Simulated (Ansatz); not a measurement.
Be:
```cif
data_Be2
_chemical_formula_sum 'Be2'
_space_group_name_H-M_alt 'Im-3m'
_space_group_IT_number 229
_space_group_name_Hall '-I 4 2 3'
_cell_length_a 2.50027
_cell_length_b 2.50027
_cell_length_c 2.50027
_cell_angle_alpha 90.000
_cell_angle_beta 90.000
_cell_angle_gamma 90.000
loop_
_atom_site_label
_atom_site_type_symbol
_atom_site_symmetry_multiplicity
_atom_site_Wyckoff_symbol
_atom_site_fract_x
_atom_site_fract_y
_atom_site_fract_z
_atom_site_occupancy
Be1 Be 2 a 0.00000 0.00000 0.00000 1
```
(The calculation used a cell of 1 atom; values per cell refer to that cell.)

Relaxed with r²SCAN.

Q: Tabulate the valence density and the electron localisation function along the shortest Be–Be contact (2.17 Å), r²SCAN (plane waves, PAW; program Ansatz).

A: 

| distance from Be (Å) | density (e/Å³) | ELF |
|---|---|---|
| 0.22 | 0.10 | 0.00 |
| 0.32 | 0.15 | 0.01 |
| 0.43 | 0.20 | 0.04 |
| 0.54 | 0.23 | 0.13 |
| 0.65 | 0.26 | 0.28 |
| 0.76 | 0.27 | 0.42 |
| 0.87 | 0.27 | 0.52 |
| 0.97 | 0.27 | 0.57 |
| 1.08 | 0.27 | 0.59 |
| 1.19 | 0.27 | 0.57 |
| 1.30 | 0.27 | 0.52 |
| 1.41 | 0.27 | 0.42 |
| 1.52 | 0.26 | 0.28 |
| 1.62 | 0.23 | 0.13 |
| 1.73 | 0.20 | 0.04 |
| 1.84 | 0.15 | 0.01 |
| 1.95 | 0.10 | 0.00 |

The density is the valence pseudo-density with augmentation charge, so density and ELF within about 1 Å of a nucleus are not all-electron values.

The workflow started from a Materials Project entry (that database holds measured and hypothetical structures alike); the Crystallography Open Database copy checked does not list it. It is not the phase usual at ambient conditions (space group No. 194). The r²SCAN relaxation kept the symmetry of its start; whether a distortion lowers the energy is not shown.

Potentials: the later of the program's two PAW sets.
